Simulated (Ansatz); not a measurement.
SiHg2: all-electron results

```
Si Hg
1.0
     0.00000    3.28988    3.28988
     3.28988    0.00000    3.28988
     3.28988    3.28988    0.00000
Si Hg
1 2
Direct
  0.00000 0.00000 0.00000
  0.25000 0.25000 0.25000
  0.75000 0.75000 0.75000
```

Atoms are numbered in the order listed.

The structure comes from a relaxation in the same program, started in the fluorite type, and has space group Fm-3m. Whether it is a known phase or the ground state wasn't checked.

No spin–orbit coupling, which matters for the heavy atoms here.

Levels of theory: DFT, PBE, all-electron LAPW, scalar-relativistic (Ansatz 0.2.0); DFT, PBE, PAW with Ansatz's default frozen-core files, scalar-relativistic (Ansatz 0.2.0).

For LAPW: a Γ-centred 9×9×9 k mesh, Fermi–Dirac smearing of 0.03 eV, basis error target 0.5 meV/atom, no spin polarisation. PAW takes a cutoff of 420 eV at this cell. The Ansatz runs share mesh, smearing and spin set-up. Values come from LAPW unless marked.

```
Bader charges (from the PAW run) : Si1 +0.22, Hg2 -0.11 e
Volume per atom                  : 23.74 Å³
Pressure at this cell            : -0.3 kbar
```

(1) Give the computed value. Density of states at the Fermi level (0.2 eV bin).

(2) Band gap: what does the calculation give?

(3) Predict this quantity. Löwdin charges (with 0.42 e of the cell spilling out of the atomic basis, so their sizes and signs hang on that basis).

## Answers

(1) 1.05 states/eV per cell.

(2) none: bands cross the Fermi level, a metal.

(3) Si1 -1.25, Hg2 0.83 e.
